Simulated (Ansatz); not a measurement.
Input:

SnGe:
```cif
data_GeSn
_chemical_formula_sum 'Sn1 Ge1'
_space_group_name_H-M_alt 'P 1'
_space_group_IT_number 1
_cell_length_a 4.00700
_cell_length_b 4.00700
_cell_length_c 3.62621
_cell_angle_alpha 90.000
_cell_angle_beta 90.000
_cell_angle_gamma 120.000
loop_
_space_group_symop_operation_xyz
  'x, y, z'
loop_
_atom_site_label
_atom_site_type_symbol
_atom_site_fract_x
_atom_site_fract_y
_atom_site_fract_z
_atom_site_occupancy
Sn1 Sn 0.00000 0.00000 0.00000 1
Ge1 Ge 0.66667 0.33333 0.50000 1
```

This is the PBE-relaxed structure.

Task: All from plane-wave PAW PBE (Ansatz code), unless another level is named. Estimate the electronic character.

Result: metallic (no gap).

Task: Predict the formation energy from the elements (no fitted shifts).

Result: 0.21 eV/atom.

Task: Next, the density of states at the Fermi level?

Result: 0.54 states/eV per atom (mean over ±0.08 eV).

Space group P-6m2. The cell is a constructed one: a structure type filled with these elements; neither database checked (COD, Materials Project) lists it. Its standing as an ambient phase is unchecked. Symmetry was held in the PBE relaxation; its stability against distortions is not shown here. The references are the lowest solids computed at this level, not always the standard phases. Spin–orbit coupling is left out wherever it is not named.

Potentials: the later of the program's two PAW sets.
